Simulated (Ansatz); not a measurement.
Be₅Pt:
```xyz
6
Lattice="0.0000 2.9699 2.9699 2.9699 0.0000 2.9699 2.9699 2.9699 0.0000" Properties=species:S:1:pos:R:3 pbc="T T T"
Be     4.4548     4.4548     4.4548
Be     2.2301     3.7097     3.7097
Be     2.2301     2.2301     2.2301
Be     3.7097     3.7097     2.2301
Be     3.7097     2.2301     3.7097
Pt     0.0000     0.0000     0.0000
```

Tensor components refer to the Cartesian frame of this cell.

Give the high-frequency dielectric tensor and the Born effective charge tensors of the independent atoms from DFPT, DFT-PBEsol in the program Ansatz with PAW potentials.


ε∞:
```
20.8  0.00  0.00
0.00  20.8  0.00
0.00  0.00  20.8
```
Z* of atom 1 (Be), rows: field, columns: displacement, in e:
```
2.39  0.00  0.00
0.00  2.39  0.00
0.00  0.00  2.39
```
Z* of atom 2 (Be), rows: field, columns: displacement, in e:
```
 0.67  -0.01  -0.01
-0.01   0.67   0.01
-0.01   0.01   0.67
```
Z* of atom 6 (Pt), rows: field, columns: displacement, in e:
```
-5.05   0.00   0.00
 0.00  -5.05   0.00
 0.00   0.00  -5.05
```

Space group F-43m. The workflow started from a Materials Project entry (that database holds measured and hypothetical structures alike); the Crystallography Open Database copy checked does not list it. With Be and Pt taken as one species the cell has the higher symmetry Fd-3m, so it may be an ordered model of a mixed-site phase. Whether it is the stable phase at ambient conditions was not checked. The cell was relaxed with PBEsol under the symmetry of its start; its stability against distortions is not shown here. The run is not spin-polarised. Scalar-relativistic: spin–orbit coupling is off unless named, which matters more the heavier the elements.

Potentials: the later of the program's two PAW sets.
